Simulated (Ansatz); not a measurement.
**Rh: how the free axis answers a strain**

Rh, P6_3/mmc, a = 2.689 Å, c = 8.777 Å. This isn't the element's structure at ambient conditions. Ansatz: r2SCAN, PAW, 500 eV, Γ-centred 24×24×6 mesh on 4 atoms, Gaussian smearing 0.10 eV; no spin polarisation. Series: biaxial strain in the a-b plane, c and atoms relaxed; x is the strain in per cent. y is the change of c in per cent of 8.777 Å.

| x (%) | y (%) |
| --- | --- |
| -2.0 | ? |
| -1.0 | 0.63 |
| 0.0 | 0.00 |
| 1.0 | -0.64 |
| 2.0 | -1.29 |

Problem. Fit y = c1 x + c2 x² to the other rows, say what c1 measures, and predict the missing y.

Solution. Least squares on the rows shown. y = −0.6350 x − 0.005000 x². With no stress along c, c1 = −2C13/C33 = -0.635. At x = -2.0 the fit asked for gives 1.25 %. The run gave 1.28 %, so the fit is 0.03 % too low, a small miss on the scale of the series. The form still works here, 33 % of the fitted range beyond its end.

Cost: 5 runs of about 15 core-minutes in all, on Intel Xeon Platinum 8259CL (Skylake/Cascade Lake) (shared hosts).